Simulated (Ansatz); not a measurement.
Input:

InGaSbAs:
```
InGaSbAs
1.0
    4.35751     0.00000     0.00000
    0.00000     4.39103     0.00000
    0.00000     0.00000     6.23149
In As Ga Sb
1 1 1 1
Cartesian
  0.00000   0.00000   6.12473
  0.00000   2.19551   4.57394
  2.17876   2.19551   3.21607
  2.17876   0.00000   1.68250
```

This is the PBE-relaxed structure.

Q: All from the program Ansatz at the PBE level (PAW), unless another level is named. Estimate the electronic character.

A: no gap, with almost no states at the Fermi level (zero-gap or semimetallic).

Q: Give the formation energy from the elements (no fitted shifts).

A: -0.18 eV/atom.

Space group Pmm2. The start of the workflow was typed in or built on a structure type; neither database checked (COD, Materials Project) lists it. Whether it is the stable phase at ambient conditions was not checked. The PBE relaxation kept the symmetry of its start; its stability against distortions is not shown here. The references are the lowest solids computed at this level, not always the standard phases. Spin–orbit coupling is left out wherever it is not named.

Potentials: the later of the program's two PAW sets.
